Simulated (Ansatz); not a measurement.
CdS (wurtzite, P6_3mc), LDA (plane waves, PAW; program Ansatz). The conduction-band minimum lies at Γ, with 1 equivalent valley. Second derivatives d²E/dk² of the lowest band at one valley (eV·Å²), along Cartesian directions:

```csv
direction,d²E/dk²
[100],66.58
[010],66.58
[001],70.88
[110],66.58
[101],68.75
[011],68.75
```

**Question.** Find the principal effective masses, the density-of-states mass and the conductivity mass.

**Answer.** Off-diagonal terms follow from H_xy = H[110] − (H_xx + H_yy)/2, and m*/mₑ = 7.620 eV·Å² over each eigenvalue: 0.11, 0.11, 0.11. One valley's DOS mass (m₁m₂m₃)^(1/3) = 0.11, conductivity mass 3/(Σ 1/mᵢ) = 0.11 mₑ.

**Question.** What effective density of states Nc follows at 300 K for parabolic valleys?

**Answer.** Nc = 2.509e19 × 1 × (0.11)^(3/2) ≈ 9.2e17 cm⁻³.

**Question.** With the computed static dielectric constant 9.51 (mean of the diagonal), estimate a hydrogenic donor's binding energy and radius.

**Answer.** E = 13.606 eV × 0.11/9.51² ≈ 17 meV; a = 0.529 Å × ε/m* ≈ 46 Å. Semilocal masses tend to be too small when the gap is underestimated.

The LDA relaxation kept the symmetry of its start. Spin–orbit coupling is left out wherever it is not named.

Potentials: the earlier of the program's two PAW sets. The files were generated under PBE; for other functionals the program regenerates the frozen cores, and for LDA and PBEsol the local potential too.
